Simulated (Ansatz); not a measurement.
C:
Space group P4₁2₁2 (No. 92); a = 3.7958 Å, b = 3.7958 Å, c = 4.6722 Å, α = 90.00°, β = 90.00°, γ = 90.00°

```
atom  site  symmetry       x       y       z
----  ----  --------  ------  ------  ------
C       4a       ..2  0.4239  0.4239  0.0000
C       8b         1  0.1211  0.3329  0.2164
```

Relaxed with r²SCAN. r²SCAN (plane waves, PAW; program Ansatz) gives a gap of 5.37 eV.

### Question
What gap does HSE06 give on the same cell (Ansatz, PAW)?

### Answer
6.27 eV, 0.90 eV more. The hybrid was solved on a coarser mesh and at special points; its gap is the smallest among all of these.

| k | v1 r²SCAN | c1 r²SCAN | v1 HSE06 | c1 HSE06 |
|---|---|---|---|---|
| Γ | -0.54 | 5.37 | -0.61 | 6.27 |
| Z | -1.66 | 5.38 | -1.74 | 6.27 |
| M | -0.45 | 5.68 | ___ | ___ |
| A | -1.88 | 6.04 | ___ | ___ |
| R | -0.96 | 5.59 | ___ | ___ |
| X | -0.49 | 6.56 | ___ | ___ |

### Question
Top valence (v1) and lowest conduction level (c1) in eV from each method's valence maximum (which need not be a listed point): supply the withheld HSE06 values.

### Answer

- A, v1 HSE06: -1.97
- A, c1 HSE06: 6.98
- X, v1 HSE06: -0.51
- X, c1 HSE06: 7.57
- M, v1 HSE06: -0.46
- M, c1 HSE06: 6.65
- R, v1 HSE06: -0.98
- R, c1 HSE06: 6.57

Cost on shared cores: the r²SCAN run (SCF on a 7×7×6 mesh, then bands and DOS) roughly 3 core-minutes, the HSE06 run (SCF on 4×4×4, then a few points) around 2.3 core-minutes (rough); the tasks are unlike.

Space group P4_12_12. The start of the workflow was typed in or built on a structure type; neither database checked (COD, Materials Project) lists it. It is not the phase usual at ambient conditions (space group No. 194, 227). The r²SCAN relaxation kept the symmetry of its start; whether a distortion lowers the energy is not shown. The volume moved by 26 % from the start of the relaxation.

Potentials: the earlier of the program's two PAW sets.
